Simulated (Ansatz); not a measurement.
**What a change of settings does: Mg₂O (CdCl2 type)**

First run: DFT, PBEsol, all-electron LAPW, scalar-relativistic (Ansatz 0.2.0).

Command: `ansatz run input.yaml --threads 1 --pin off --max-ram 3072MiB --backend cpu --events-out ev --progress --plain --runs-dir out` It took 66 s on 1 thread of Arm Neoverse V1, with other jobs on the host, peak memory 0.75 GiB.

```yaml
crystal:
  lattice:
    - [1.5243142951, -0.8800632686, 4.9977502408]
    - [0.0, 1.7601265372, 4.9977502408]
    - [-1.5243142951, -0.8800632686, 4.9977502408]
  atoms:
    - { symbol: O, position: [0.0, 0.0, 0.0] }
    - { symbol: Mg, position: [0.2507983236, 0.2507983236, 0.2507983236] }
    - { symbol: Mg, position: [0.7492016764, 0.7492016764, 0.7492016764] }
kpoints:
  mp_grid: { grid: [12, 12, 12] }
  band_path:
    path:
      - [0.0, 0.0, 0.0]
      - [0.5, 0.5, 0.5]
      - [0.8126610983, 0.1873389017, 0.5]
      - [0.5, -0.1873389017, 0.1873389017]
      - [0.5, 0.0, 0.0]
      - [0.0, 0.0, 0.0]
      - [0.3436694508, -0.3436694508, 0.0]
      - [0.6563305492, 0.0, 0.3436694508]
      - [0.5, 0.0, 0.5]
    npoints: 14
scf:
  occupations: { method: fermi_dirac, width: 0.05 }
hamiltonian:
  xc: pbesol
  pseudopotentials: { kind: all_electron, lapw: { basis_error: 0.0005 } }
output:
  forces: true
  stress: true
  eigenvalues: true
  populations: true
  dos: { projected: true, de: 0.2, e_range: [-14, 8] }
```

The cell comes from a relaxation on PAW files under the same functional, begun from a prototype that needn't be the stable phase.

It converges in 10 SCF iterations at a pressure of 0.01 GPa, largest force 0.004 eV/Å.

The input is then changed:

```diff
 kpoints:
-  mp_grid: { grid: [12, 12, 12] }
+  mp_grid: { grid: [12, 12, 12], shift: [0.5, 0.5, 0.5] }
   band_path:
 scf:
-  occupations: { method: fermi_dirac, width: 0.05 }
+  occupations: { method: methfessel_paxton, width: 0.1 }
 hamiltonian:
   populations: true
-  dos: { projected: true, de: 0.2, e_range: [-14, 8] }
+basis:
+  xc_grid: 2
```

Task: Predict the outcome of the changed run.

Result: It converges in 10 SCF iterations at a pressure of 0.01 GPa, free energy +0.3 meV/atom against the first run's.
